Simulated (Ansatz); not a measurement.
The calculation used Ansatz, DFT PBE, scalar-relativistic, plane waves, PAW. All cells share a 420 eV cutoff and Γ-centred k meshes spaced at most about 0.3 Å⁻¹ (about 0.25 or finer for metals, 2π included). No spin polarisation in the final relaxations.

These are static total energies at zero pressure.

Compare these two cells of Sr4NbO, each relaxed at this level.

A.

```
CELL_PARAMETERS angstrom
5.10411 0.00000 0.00000
0.00000 5.10411 0.00000
0.00000 0.00000 7.25797
ATOMIC_POSITIONS crystal
Sr 0.50000 0.00000 0.77107
Sr 0.00000 0.50000 0.22893
Sr 0.50000 0.00000 0.22893
Sr 0.00000 0.50000 0.77107
Nb 0.50000 0.50000 0.50000
O 0.00000 0.00000 0.00000
```

B.

```
CELL_PARAMETERS angstrom
3.38805 0.00000 0.00000
0.00000 3.38805 0.00000
0.00000 0.00000 15.44749
ATOMIC_POSITIONS crystal
Sr 0.50000 0.50000 0.10004
Sr 0.00000 0.00000 0.66176
Sr 0.00000 0.00000 0.33824
Sr 0.50000 0.50000 0.89996
Nb 0.50000 0.50000 0.50000
O 0.00000 0.00000 0.00000
```

Task: Which is lower in energy, and by how much?

Result: B is lower, by 0.38 eV/atom. A has space group P4/mmm (No. 123), 31.5 Å³/atom and no gap on its mesh; B has space group P4/mmm (No. 123), 29.6 Å³/atom and no gap. Counting Nb or Sr atoms around O (for each partner element, those within 1.25 times its shortest distance or 1.15 times the sum of covalent radii, where it is the nearest in units of that sum or under 1.3), A and B both have O 8. The denser one is the lower, and pressure would at first widen the difference. Both come from invented guesses.

A magnetic state wasn't ruled out in cells without spin, among them P4/mmm at 31.5 Å³/atom, P4/mmm at 29.6 Å³/atom. Cells relaxed within their symmetry can be saddle points.
